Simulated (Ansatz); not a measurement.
A 2-atom cell of CdTe started from a crystallographic database, relaxed with r2SCAN, was run in Ansatz 0.2.0 under altered settings. All numbers are computed, without spin polarisation but where a row says otherwise.

```
CELL_PARAMETERS angstrom
0.00000 3.27990 3.27990
3.27990 0.00000 3.27990
3.27990 3.27990 0.00000
ATOMIC_POSITIONS crystal
Cd 0.00000 0.00000 0.00000
Te 0.25000 0.25000 0.25000
```

The base run's other keys:
```yaml
kpoints:
  mp_grid: { grid: [4, 4, 4] }
hamiltonian:
  xc: hse06
scf:
  occupations: { method: fixed }
  n_extra_bands: 4
```

It takes 12 iterations with 1411 plane waves at 420 eV and 8 k points, and leaves a mean stress of +0.24 GPa. The gap over this mesh is 1.527 eV. It ran on 4 threads of Arm Neoverse N1, on a shared host.

Outcomes, with energy and stress as changes against the base:
```
                                     setting    outcome  ΔF (meV/atom)  Δ mean stress (GPa)  gap on the mesh (eV)  iterations  wall time
PBE hybrid, exx coeff 0.05, omega 0.2078 1/Å  converged              –                 +0.7                 0.817          10       13 s
       PBE hybrid, exx coeff 0.3, unscreened  converged              –                 -0.3                 2.484          15       15 s
                       hamiltonian.xc: wpbeh  converged              –                 +0.1                 1.423          13       14 s
    PBE hybrid, exx coeff 0.5, omega 0.5 1/Å  converged              –                  0.0                 1.588          14       16 s
      scf.occupations: methfessel_paxton 0.2  converged            0.0                  0.0                 1.527          13       14 s
```
A dash marks a value that wasn't obtained or can't be compared. Stress is positive in compression. The base took 14 s.

- PBE hybrid, exx coeff 0.05, omega 0.2078 1/Å. That is 5 % exact exchange, screened with ω = 0.2078 1/Å, against HSE06's 25 % screened at 0.208 1/Å. The mean stress moves by +0.7 GPa and the gap on the mesh by -0.711 eV (to 0.817). Totals of different functionals aren't comparable.
- PBE hybrid, exx coeff 0.3, unscreened. That is 30 % exact exchange, at all ranges, against HSE06's 25 % screened at 0.208 1/Å. The mean stress moves by -0.3 GPa and the gap on the mesh by +0.957 eV (to 2.484). Totals of different functionals aren't comparable.
- hamiltonian.xc: wpbeh. The mean stress moves by +0.1 GPa and the gap on the mesh by -0.104 eV (to 1.423). It's another functional on the same cell, so totals aren't comparable.
- PBE hybrid, exx coeff 0.5, omega 0.5 1/Å. That is 50 % exact exchange, screened with ω = 0.5 1/Å, against HSE06's 25 % screened at 0.208 1/Å. The mean stress moves by 0.0 GPa and the gap on the mesh by +0.061 eV (to 1.588). Totals of different functionals aren't comparable.

Within 1 meV an atom, 0.1 GPa and 0.005 eV of the base stay: scf.occupations: methfessel_paxton 0.2.

Spin-orbit coupling is left out, which matters wherever the heavy atoms make up the band edges.

The program warns that its thresholds are loose for a hybrid's stress.

The meshes of the hybrids are coarse, so their gaps aren't converged to the digits shown.
